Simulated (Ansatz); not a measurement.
Geometry optimisation in Ansatz: input, command and trajectory.

```yaml
crystal:
  lattice:
    - [4.3133898029, 0.0, 0.0]
    - [0.0, 4.3133898029, 0.0]
    - [0.0, 0.0, 4.3133898029]
  atoms:
    - { symbol: Fe, position: [0.138090841, 0.138090841, 0.138090841] }
    - { symbol: Fe, position: [0.361909159, 0.861909159, 0.638090841] }
    - { symbol: Fe, position: [0.638090841, 0.361909159, 0.861909159] }
    - { symbol: Fe, position: [0.861909159, 0.638090841, 0.361909159] }
    - { symbol: Si, position: [0.8415609106, 0.8415609106, 0.8415609106] }
    - { symbol: Si, position: [0.6584390894, 0.1584390894, 0.3415609106] }
    - { symbol: Si, position: [0.3415609106, 0.6584390894, 0.1584390894] }
    - { symbol: Si, position: [0.1584390894, 0.3415609106, 0.6584390894] }
basis:
  ecutwfc: 420
kpoints:
  mp_grid: { grid: [8, 8, 8] }
hamiltonian:
  xc: pbesol
scf:
  occupations: { method: gaussian, width: 0.01 }
output:
  forces: true
  stress: true
  eigenvalues: true
relax:
  adjacent_minimum: "off"
  f_tol: 0.01
  max_steps: 30
```

```bash
ansatz run input.yaml --threads 2 --pin off --max-ram 5120MiB --backend cpu --events-out ev --progress --plain --runs-dir out
```

Level of theory: DFT PBEsol, scalar-relativistic, plane waves, PAW in Ansatz 0.2.0.

The volume is held at 0.94 times that of the relaxed cell.

Of 4 frames 3 are shown, positions in Å and forces in eV/Å; the SCF threshold varies from step to step. Spin polarisation was left out; whether the Fe atoms would carry moments isn't shown by this run.

```xyz
8
Lattice="4.3134 0.0000 0.0000 0.0000 4.3134 0.0000 0.0000 0.0000 4.3134" Properties=species:S:1:pos:R:3:forces:R:3 pbc="T T T" step=1 free_energy_over_end_meV_per_atom=0.33
Fe    0.5956    0.5956    0.5956    0.0754    0.0754    0.0754
Fe    1.5611    3.7178    2.7523   -0.0754   -0.0754    0.0754
Fe    2.7523    1.5611    3.7178    0.0754   -0.0754   -0.0754
Fe    3.7178    2.7523    1.5611   -0.0754    0.0754   -0.0754
Si    3.6300    3.6300    3.6300    0.0342    0.0342    0.0342
Si    2.8401    0.6834    1.4733   -0.0342   -0.0342    0.0342
Si    1.4733    2.8401    0.6834    0.0342   -0.0342   -0.0342
Si    0.6834    1.4733    2.8401   -0.0342    0.0342   -0.0342
8
Lattice="4.3134 0.0000 0.0000 0.0000 4.3134 0.0000 0.0000 0.0000 4.3134" Properties=species:S:1:pos:R:3:forces:R:3 pbc="T T T" step=2 free_energy_over_end_meV_per_atom=0.14
Fe    0.5974    0.5974    0.5974    0.0482    0.0482    0.0482
Fe    1.5593    3.7160    2.7541   -0.0482   -0.0482    0.0482
Fe    2.7541    1.5593    3.7160    0.0482   -0.0482   -0.0482
Fe    3.7160    2.7541    1.5593   -0.0482    0.0482   -0.0482
Si    3.6306    3.6306    3.6306    0.0241    0.0241    0.0241
Si    2.8395    0.6828    1.4739   -0.0241   -0.0241    0.0241
Si    1.4739    2.8395    0.6828    0.0241   -0.0241   -0.0241
Si    0.6828    1.4739    2.8395   -0.0241    0.0241   -0.0241
8
Lattice="4.3134 0.0000 0.0000 0.0000 4.3134 0.0000 0.0000 0.0000 4.3134" Properties=species:S:1:pos:R:3:forces:R:3 pbc="T T T" step=4 free_energy_over_end_meV_per_atom=0.00
Fe    0.6004    0.6004    0.6004    0.0008    0.0008    0.0008
Fe    1.5563    3.7130    2.7571   -0.0008   -0.0008    0.0008
Fe    2.7571    1.5563    3.7130    0.0008   -0.0008   -0.0008
Fe    3.7130    2.7571    1.5563   -0.0008    0.0008   -0.0008
Si    3.6322    3.6322    3.6322   -0.0016   -0.0016   -0.0016
Si    2.8379    0.6812    1.4755    0.0016    0.0016   -0.0016
Si    1.4755    2.8379    0.6812   -0.0016    0.0016    0.0016
Si    0.6812    1.4755    2.8379    0.0016   -0.0016    0.0016
```

It took 41 s on 2 threads of Arm Neoverse V1 (shared host), peak memory 0.42 GiB.